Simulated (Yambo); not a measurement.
Yambo run on N (space group P2_13, No. 198). The wavefunctions are LDA (Quantum ESPRESSO, PseudoDojo norm-conserving, 84 Ry, no spin-orbit coupling) ones on a 2×2×2 mesh (20 occupied bands); a = 5.815 Å, b = 5.815 Å, c = 5.815 Å, α = 90.00°, β = 90.00°, γ = 90.00°.

Yambo input:

```
rim_cut
gw0
dyson
el_el_corr
HF_and_locXC
ppa
em1d
RandQpts= 1000000
RandGvec= 1 Ry
EXXRLvcs= 84 Ry
VXCRLvcs= 336 Ry
Chimod= "HARTREE"
% BndsRnXp
 1 | 269 |
%
NGsBlkXp= 7 Ry
% LongDrXp
 1.0 | 1.0 | 1.0 |
%
PPAPntXp= 27.2114 eV
% GbndRnge
 1 | 168 |
%
GTermKind= "BG"
DysSolver= "n"
ExtendOut
% QPkrange
 1 | 1 | 20 | 21 |
 2 | 2 | 20 | 20 |
%
```

k points by index: 1 = Γ, 2 = X.

Table of the .qp output:

```
#    K-point    Band    Eo [eV]    E [eV]    E-Eo [eV]    Vxc [eV]    Vnlxc [eV]    Sc|Eo [eV]    Sc|E [eV]    dSc/dw|Eo [eV]    Re(Z)    Im(Z)
#
    1    20    -0.019216    -3.100056    -3.080840    -17.12819    -23.60763    2.823865    3.398597    -5.076116    0.842783    -0.964186E-3
    1    21    7.285043    10.77237    3.487329    -13.63931    -7.752585    -1.896232    -2.399400    -3.926115    0.873910    -0.783343E-3
    2    20    0.000000    -3.078798    -3.078798    -17.19044    -23.66809    2.823643    3.398855    -5.083727    0.842584    -0.964019E-3
```
(The two width columns are left out.) Convergence of these settings isn't established.

Geometry of the Materials Project entry, not relaxed at this level.
